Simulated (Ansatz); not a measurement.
Ti (hcp (Mg type), P6_3/mmc) under volume change, PBEsol (plane waves, PAW; program Ansatz), shape and atoms relaxed at each volume.

| V (Å³/atom) | E − E(relaxed) (meV/atom) | P (GPa) |
|---|---|---|
| 15.212 | 58.3 | 13.31 |
| 15.713 | … | … |
| 16.215 | … | … |
| 16.716 | 0.0 | 0.00 |
| 17.218 | 5.4 | -3.35 |
| 17.719 | 20.5 | -6.28 |
| 18.221 | 44.3 | -8.82 |

Task: Some entries are withheld; supply them.

Result: 
- 16.215, E − E(relaxed) (meV/atom): 5.9
- 16.215, P (GPa): 3.85
- 15.713, E − E(relaxed) (meV/atom): 24.7
- 15.713, P (GPa): 8.26

Task: What does a third-order Birch–Murnaghan fit give for V₀, B₀ and B′?

Result: V₀ = 16.72 Å³/atom, B₀ = 119 GPa, B′ = 3.6.

The cell was relaxed with PBEsol under the symmetry of its start; of distortions, only those at the zone centre were tested. The run is not spin-polarised.

Potentials: the earlier of the program's two PAW sets.
